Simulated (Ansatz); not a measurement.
**TiZn3: enthalpy against pressure**

TiZn3, Pm-3m, a = 3.879 Å. The structure is a COD entry; whether it is the stable form wasn't checked. Ansatz: r2SCAN, PAW, 500 eV, Γ-centred 10×10×10 mesh on 4 atoms, Gaussian smearing 0.10 eV; no spin polarisation. Cell and atoms are relaxed at each pressure, and no other structure is tried, so the rows at high pressure may lie past a change of phase. y is the enthalpy over the state at zero pressure; there V0 = 14.587 Å³/atom. The pressures are the targets, met within 0.08 GPa.

```tsv
P (GPa)	y (eV/atom)
-1.0	-0.0914
0.0	0.0000
1.0	0.0906
4.0	0.3580
12.0	1.0430
25.0	?
50.0	3.9399
90.0	6.6179
```

Problem. Fit y = c1 P + c2 P² + c3 P³ to the other rows, say what c1 and c2 mean, and predict the missing value.

Solution. Least squares on the rows shown. y = 0.090225 P − 0.00028243 P² + 1.0774×10⁻⁶ P³. Since dH/dP = V, c1 is V0: 0.090225 eV/GPa × 160.2 = 14.454 Å³ against 14.587; c2 = −V0/(2B0) gives B0 = 160 GPa, where a Birch–Murnaghan fit to the volumes of the same runs (not shown) gives 113 GPa: a cubic over this range folds the higher terms into c2. Above P = −c2/(3 c3) = 87 GPa the cubic's slope, the volume, would rise with pressure, so the form fails there. At P = 25.0 the fit asked for gives 2.0959 eV/atom. The run gave 2.0882 eV/atom, so the fit is 0.0077 eV/atom too high, 0.11 % of the span of the series, against an rms of 0.0009 eV/atom on the fitted rows. With a term in P⁴ added, a fit to the same known rows predicts 2.0866 eV/atom, so most of the miss is curvature that the known rows already hold. Also, this row ran on the mesh 12×12×12, its neighbour on 10×10×10, which can shift it a little.

Spin polarisation was left out, and a magnetic state may lie lower. The mesh isn't the same in all rows (10×10×10, 12×12×12).